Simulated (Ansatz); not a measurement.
Data:

WS2:
```cif
data_S4W2
_chemical_formula_sum 'W2 S4'
_space_group_name_H-M_alt 'P63/mmc'
_space_group_IT_number 194
_space_group_name_Hall '-P 6c 2c'
_cell_length_a 3.17173
_cell_length_b 3.17173
_cell_length_c 12.55251
_cell_angle_alpha 90.000
_cell_angle_beta 90.000
_cell_angle_gamma 120.000
loop_
_atom_site_label
_atom_site_type_symbol
_atom_site_symmetry_multiplicity
_atom_site_Wyckoff_symbol
_atom_site_fract_x
_atom_site_fract_y
_atom_site_fract_z
_atom_site_occupancy
W1 W 2 d 0.66667 0.33333 0.25000 1
S1 S 4 f 0.33333 0.66667 0.12569 1
```

This is the r²SCAN+D4-relaxed structure.

**Question.** All from plane-wave PAW r²SCAN+D4 (Ansatz code), unless another level is named. Predict the vibrational entropy at 300 K.

**Answer.** 22.4 J/(K·mol of atoms).

**Question.** What about the zero-point energy?

**Answer.** 52.9 meV/atom.

**Question.** Next, the Young's modulus?

**Answer.** 99.9 GPa.

Space group P6_3/mmc. The cell was relaxed with r²SCAN+D4 under the symmetry of its start; phonons on a q-mesh show no instability. The run is not spin-polarised. Scalar-relativistic: spin–orbit coupling is off unless named, which matters more the heavier the elements.

Potentials: the later of the program's two PAW sets.
